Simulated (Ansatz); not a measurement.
GaIr$_{3}$N:
```
GaIr3N
1.0
    4.09346     0.00000     0.00000
    0.00000     4.09346     0.00000
    0.00000     0.00000     4.09346
Ga Ir N
1 3 1
Cartesian
  0.00000   0.00000   0.00000
  0.00000   2.04673   2.04673
  2.04673   0.00000   2.04673
  2.04673   2.04673   0.00000
  2.04673   2.04673   2.04673
```

Relaxed with PBE. Special points in fractions of this cell's reciprocal vectors: Γ (0.000, 0.000, 0.000); X (0.000, 0.500, 0.000); M (0.500, 0.500, 0.000); R (0.500, 0.500, 0.500).

**Question.** List the band energies nearest the Fermi level at these points for PBE with spin–orbit coupling in the plane-wave PAW code Ansatz.

**Answer.** In eV from the Fermi level; about four levels below and three above (degenerate sets whole), none deeper than 8.9 eV; points with the same levels are listed once.

```tsv
k	below	above
Γ	-1.65 -1.65 -1.65 -1.65 -0.16 -0.16	0.35 0.35 0.45 0.45
X	-1.07 -1.07 -0.58 -0.58	0.23 0.23 1.10 1.10
M	-0.67 -0.67 -0.17 -0.17	0.38 0.38 1.04 1.04
R	-1.27 -1.27 -1.27 -1.27 -0.34 -0.34	0.17 0.17 0.17 0.17
```

Space group Pm-3m (anti-perovskite). The start of the workflow was typed in or built on a structure type; neither database checked (COD, Materials Project) lists it. Its standing as an ambient phase is unchecked. Symmetry was held in the PBE relaxation; whether a distortion lowers the energy is not shown. The workflow began spin-polarised and lost its moments. The volume moved by 21 % from the start of the relaxation. Its formation energy is positive at this level, so the cell may be metastable or incomplete.

Potentials: the later of the program's two PAW sets.
